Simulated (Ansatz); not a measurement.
Relaxation of a generated cell, Hf3N4 placed in the beta-Si3N4 structure type; 14 atoms in the cell, which starts as P6₃/m (No. 176), hP14; a = b = 8.646 Å, c = 3.304 Å, α = β = 90.00°, γ = 120.00°. These are PBE (plane waves to 420 eV, PAW, scalar-relativistic; Ansatz, an electronic-structure program) values and carry that method's errors. Γ-centred k-mesh 3×3×6 on the run's cell (coarser than for final values), Fermi–Dirac smearing 0.05 eV. This is the first round of the run. 

The optimiser's lines from the output (shortened; P is positive under compression):

```
relax step   1: F+E_penalty+E_count = -97418.61155138 eV  Δ(F+E_penalty+E_count) = +0.000e0 eV  max|allowed force component| = 4.615e-1 eV/Å  Δτ_max = 0.0000 Å  P = +25.021 GPa  Ω = 213.875 Å³  (9 SCF iters, dr2 threshold 1.00e-7 eV, accepted)
relax step   2: F+E_penalty+E_count = -97420.61095324 eV  Δ(F+E_penalty+E_count) = -1.999e0 eV  max|allowed force component| = 1.449e-1 eV/Å  Δτ_max = 0.0312 Å  P = +2.682 GPa  Ω = 236.943 Å³  (9 SCF iters, dr2 threshold 1.40e-6 eV, accepted)
relax step   3: F+E_penalty+E_count = -97420.73484966 eV  Δ(F+E_penalty+E_count) = -1.239e-1 eV  max|allowed force component| = 2.064e-1 eV/Å  Δτ_max = 0.0858 Å  P = -0.013 GPa  Ω = 238.468 Å³  (8 SCF iters, dr2 threshold 1.40e-6 eV, accepted)
relax step   4: F+E_penalty+E_count = -97420.76124689 eV  Δ(F+E_penalty+E_count) = -2.640e-2 eV  max|allowed force component| = 1.177e-1 eV/Å  Δτ_max = 0.0510 Å  P = +0.118 GPa  Ω = 236.796 Å³  (7 SCF iters, dr2 threshold 1.40e-6 eV, accepted)
relax step   5: F+E_penalty+E_count = -97420.76280426 eV  Δ(F+E_penalty+E_count) = -1.557e-3 eV  max|allowed force component| = 2.497e-2 eV/Å  Δτ_max = 0.0048 Å  P = +0.027 GPa  Ω = 236.767 Å³  (5 SCF iters, dr2 threshold 8.65e-7 eV, accepted)
relax step   6: F+E_penalty+E_count = -97420.76288693 eV  Δ(F+E_penalty+E_count) = -8.267e-5 eV  max|allowed force component| = 5.440e-3 eV/Å  Δτ_max = 0.0017 Å  P = +0.002 GPa  Ω = 236.779 Å³  (6 SCF iters, dr2 threshold 3.90e-8 eV, accepted)
relax step   7: F+E_penalty+E_count = -97420.85901147 eV  Δ(F+E_penalty+E_count) = -9.612e-2 eV  max|allowed force component| = 4.503e-3 eV/Å  Δτ_max = 0.0000 Å  P = +0.555 GPa  Ω = 236.779 Å³  stress off target by 9.10e-1 GPa  SCF on the basis re-selected at this cell (its energy is not comparable with the rows above)  (10 SCF iters)
relax step   8: F+E_penalty+E_count = -97420.85944240 eV  Δ(F+E_penalty+E_count) = -4.309e-4 eV  max|allowed force component| = 6.086e-3 eV/Å  Δτ_max = 0.0022 Å  P = -0.040 GPa  Ω = 237.588 Å³  (6 SCF iters, dr2 threshold 1.40e-6 eV, accepted)
relax step   9: F+E_penalty+E_count = -97420.85959371 eV  Δ(F+E_penalty+E_count) = -1.513e-4 eV  max|allowed force component| = 1.472e-3 eV/Å  Δτ_max = 0.0027 Å  P = -0.005 GPa  Ω = 237.565 Å³  (7 SCF iters, dr2 threshold 9.92e-9 eV, accepted)
relax step  10: F+E_penalty+E_count = -97420.86142169 eV  Δ(F+E_penalty+E_count) = -1.828e-3 eV  max|allowed force component| = 1.451e-3 eV/Å  Δτ_max = 0.0000 Å  P = -0.002 GPa  Ω = 237.565 Å³  stress off target by 1.63e-2 GPa  SCF on the basis re-selected at this cell (its energy is not comparable with the rows above)  (7 SCF iters)
```

From the first to the last row the energy changes by -0.16 eV/atom and the volume by +11.1 %. The last row is marked as not comparable with the walk above it, whose basis was carried along; it does compare with step 1, since both stand on a basis selected at the nominal cutoff for their own cell.

Energy and pressure jump between steps 6 and 7 at one geometry, where the plane-wave basis was selected anew. While the cell walks, the set of plane waves is carried along, so its effective cutoff drifts with the strain; re-selecting it at 420 eV moved the energy by -0.007 eV/atom and the pressure by 0.6 GPa. Only step 1 and rows on a re-selected basis compare with each other.

Later rounds, restarted from the end of this one on a renewed k-mesh, logged 5 more steps and released under 1 meV/atom more. The final structure after all rounds: P6₃/m (No. 176), hP14; a = 8.774 Å, b = 8.774 Å, c = 3.563 Å, α = 90.00°, β = 90.00°, γ = 120.00°. Between re-selections the logged energies stand on a plane-wave basis carried along with the cell. No spin polarisation in the result.

The run could not lose the symmetry of its start, so the end can be a saddle point.

The relaxed structure here is a generated cell of Hf3N4: the first start was made by placing the elements on the sites of a structure type, and the end was not matched to a known phase here, so it may be hypothetical.
